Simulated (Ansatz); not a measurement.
**InTe: computed property card**

InTe:
```
CELL_PARAMETERS angstrom
      0.00000     3.07855     3.07855
      3.07855     0.00000     3.07855
      3.07855     3.07855     0.00000
ATOMIC_POSITIONS crystal
  In 0.00000 0.00000 0.00000
  Te 0.50000 0.50000 0.50000
```

Space group Fm-3m (No. 225), rock salt; conventional cell a = b = c = 6.157 Å, α = β = γ = 90.00°.

Method: PBEsol in the plane-wave PAW code Ansatz. Geometry: relaxed at this level of theory. Other levels are named where they apply.

Cell and energy:

| Quantity | Value |
|---|---|
| Volume per atom | 29.18 Å³ |
| Density | 6.90 g/cm³ |
| Formation energy from the elements (no fitted shifts) | -0.29 eV/atom |

Electronic structure:

| Property | Result |
|---|---|
| Electronic character | metallic (no gap) |
| Density of states at the Fermi level | 0.50 states/eV per atom (mean over ±0.08 eV) |
| Gap with spin–orbit coupling | none (metallic) |

Mechanics:

| Item | Result |
|---|---|
| Bulk modulus (Birch–Murnaghan fit) | 48.4 GPa |
| Pressure derivative B′ | 4.8 |
| Elastic constants (relaxed ions, GPa) | C11 = 84.7, C12 = 30.5, C44 = 11.3 |
| Mechanical stability | stable (all eigenvalues of C positive) |
| Hill bulk and shear moduli | 48.5 and 16.1 GPa |
| Young's modulus | 43.6 GPa |
| Poisson's ratio | 0.35 |
| Debye temperature from the elastic constants | 166 K |

Charges:

| Property | Value |
|---|---|
| Bader charges | In +0.56, Te -0.56 e |

The workflow started from an entry of the Crystallography Open Database (COD). Whether it is the stable phase at ambient conditions was not checked. Symmetry was held in the PBEsol relaxation; whether a distortion lowers the energy is not shown. With an odd number of electrons in the cell and no spin polarisation, the count alone makes it a metal. As this level gives no gap, shear constants depend on the k-mesh and smearing (Fermi–Dirac, 0.1 eV here). The references are the lowest solids computed at this level, not always the standard phases. Spin–orbit coupling is left out wherever it is not named.

Potentials: the later of the program's two PAW sets.
